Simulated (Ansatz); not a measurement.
Cu Kα1 powder pattern (kinematic, no thermal factors).
2θ (°) (relative intensity): 17.23 (21), 17.97 (3), 26.47 (45), 29.68 (3), 30.51 (3), 31.81 (52), 34.52 (1), 34.86 (20), 36.35 (100), 36.40 (18), 41.85 (50), 47.91 (27), 49.06 (57), 51.28 (19), 53.40 (14), 54.51 (2), 61.59 (2), 61.62 (15), 63.51 (7), 63.51 (11), 64.51 (7), 66.48 (9), 69.10 (8), 72.79 (15), 72.89 (5), 77.19 (9), 77.31 (4), 78.08 (17), 78.20 (20), 81.59 (2), 85.90 (10), 86.77 (8), 88.59 (8)

The pattern is computed from a structure relaxed with DFT PBE, scalar-relativistic, plane waves, PAW (Ansatz). No spin polarisation. Its elements are As, Si.

**Question.** Give the structure.

**Answer.** SiAs₄.
Space group Immm (No. 71). a = 3.560 Å, b = 5.621 Å, c = 10.286 Å, α = 90.00°, β = 90.00°, γ = 90.00°
| atom | site | symmetry | x | y | z |
| --- | --- | --- | --- | --- | --- |
| Si | 2a | mmm | 0.0000 | 0.0000 | 0.0000 |
| As | 8l | m.. | 0.5000 | 0.2567 | 0.8452 |

A pattern alone doesn't exclude other cells with like lines; this is the one computed.

Another cell of SiAs4 relaxed alike, in P-3m1, lies 92 meV/atom lower, so this cell isn't the stable form at this level.

The structure comes from a generated guess; another structure or a mixture of phases may lie lower.
